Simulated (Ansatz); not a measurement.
# Computed properties of Rb₂InAgCl₆

Rb2InAgCl6:
```
CELL_PARAMETERS angstrom
      0.00000     5.05912     5.05912
      5.05912     0.00000     5.05912
      5.05912     5.05912     0.00000
ATOMIC_POSITIONS crystal
  Rb 0.75000 0.75000 0.75000
  Rb 0.25000 0.25000 0.25000
  In 0.00000 0.00000 0.00000
  Ag 0.50000 0.50000 0.50000
  Cl 0.75381 0.24619 0.24619
  Cl 0.24619 0.75381 0.75381
  Cl 0.24619 0.75381 0.24619
  Cl 0.75381 0.24619 0.75381
  Cl 0.24619 0.24619 0.75381
  Cl 0.75381 0.75381 0.24619
```

Space group Fm-3m (No. 225); conventional cell a = b = c = 10.1182 Å, α = β = γ = 90.00°.

Method: the program Ansatz at the LDA level (PAW). Structure relaxed to zero pressure with the same functional. Other levels are named where they apply.

**Cell and energy**

| Item | Result |
|---|---|
| Volume per atom | 25.90 Å³ |
| Density | 3.89 g/cm³ |
| Formation energy from the elements (no fitted shifts) | -1.35 eV/atom |

**Electronic structure**

| Item | Result |
|---|---|
| Band gap | 0.59 eV (direct) |
| Valence-band maximum | at Γ |
| Conduction-band minimum | at Γ |
| Electron effective mass | 0.25 mₑ (isotropic) |
| Hole effective mass, band 1 of 2 at the edge | 1.1 along [110], 0.54 along [111] (mₑ) |
| Hole effective mass, band 2 of 2 at the edge | 0.27 along [100], 0.36 along [110], 0.54 along [111] (mₑ) |

**Mechanics**

| Item | Result |
|---|---|
| Bulk modulus (Birch–Murnaghan fit) | 408 kbar |
| Pressure derivative B′ | 5.4 |
| Elastic constants (relaxed ions, GPa) | C11 = 70.1, C12 = 26.4, C44 = 9.6 |
| Mechanical stability | stable (all eigenvalues of C positive) |
| Hill bulk and shear moduli | 41.0 and 13.5 GPa |
| Young's modulus | 36.4 GPa |
| Poisson's ratio | 0.35 |
| Debye temperature from the elastic constants | 211 K |

**Dielectric response**

| Property | Value |
|---|---|
| Electronic dielectric constant ε∞ (DFPT) | 4.12 |
| Born charges (a third of the trace) | Rb +1.29, In +3.62, Ag +1.20, Cl -1.23 e |

**Phonons**

| Quantity | Result |
|---|---|
| Highest zone-centre frequency (without LO–TO term) | 308 cm^-1 |
| Zone-centre stability | unstable, softest mode 53i cm⁻¹ |
| Dynamical stability on the path | unstable, down to 54i cm⁻¹ |

The first step of the workflow began from a Materials Project structure, measured or hypothetical; the Crystallography Open Database copy checked does not list it. Its standing as an ambient phase is unchecked. The LDA relaxation kept the symmetry of its start. The run is not spin-polarised. The references are the lowest solids computed at this level, not always the standard phases (solids in place of the gases). Spin–orbit coupling is left out wherever it is not named.

Potentials: the later of the program's two PAW sets.
